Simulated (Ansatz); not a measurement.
MgO (rock salt)

```
MgO
1.0
    0.00000     2.10219     2.10219
    2.10219     0.00000     2.10219
    2.10219     2.10219     0.00000
O Mg
1 1
Direct
  0.00000   0.00000   0.00000
  0.50000   0.50000   0.50000
```

Method: r2SCAN (plane waves to 500 eV, PAW, scalar-relativistic; Ansatz, a quantum-chemistry and plane-wave program). Harmonic phonons by density-functional perturbation theory on a 10×10×10 k mesh, in cm⁻¹; i marks imaginary ones, q is in fractions of the reciprocal vectors of the cell shown, and the three acoustic modes at Γ are left out. The non-analytic (LO-TO) term is not included, so polar modes at Γ have their transverse values. MgO was relaxed with its symmetry unable to fall.

### Question
Is the structure dynamically stable at Γ, L = (0.5, 0.0, 0.0), X = (0.5, 0.5, 0.0)?

### Answer
No imaginary mode at these points (lowest 279 cm⁻¹ at L = (0.5, 0.0, 0.0)); other wave vectors were not tested.

### Question
Predict the phonon wavenumbers at Γ, L = (0.5, 0.0, 0.0), X = (0.5, 0.5, 0.0).

### Answer
```csv
q,wavenumbers (cm⁻¹)
Γ,399 (×3)
"L = (0.5, 0.0, 0.0)","279 (×2), 367 (×2), 551, 581"
"X = (0.5, 0.5, 0.0)","296 (×2), 427, 450 (×2), 559"
```
